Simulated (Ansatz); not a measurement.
HfNi₂ (cubic Laves (MgCu2 type), Fd-3m), DFT-r²SCAN in the program Ansatz with PAW potentials, all energies at zero smearing, with the estimated change up to a 700 eV cutoff added, with one set of potentials and settings (totals compare only within such a set). Cell of 6 atoms (4 Ni, 2 Hf): -54850.044 eV.

| element | reference phase | E (eV/atom) |
|---|---|---|
| Ni | Fm-3m, 1 atoms in the cell, spin-polarised | -5845.2912 |
| Hf | P6_3/mmc, 2 atoms in the cell | -15733.0631 |

Formation energy per atom, worked out: (-54850.044 − 4×(-5845.2912) − 2×(-15733.0631))/6 = -0.459 eV/atom (-44 kJ per mol of atoms), at 0 K, without zero-point energy or fitted corrections.

The workflow started from an entry of the Crystallography Open Database (COD). Its standing as an ambient phase is unchecked. Symmetry was held in the r²SCAN relaxation; whether a distortion lowers the energy is not shown. The workflow began spin-polarised and lost its moments. The references are the lowest solids computed at this level, not always the standard phases. Spin–orbit coupling is left out wherever it is not named.

Potentials: the later of the program's two PAW sets.
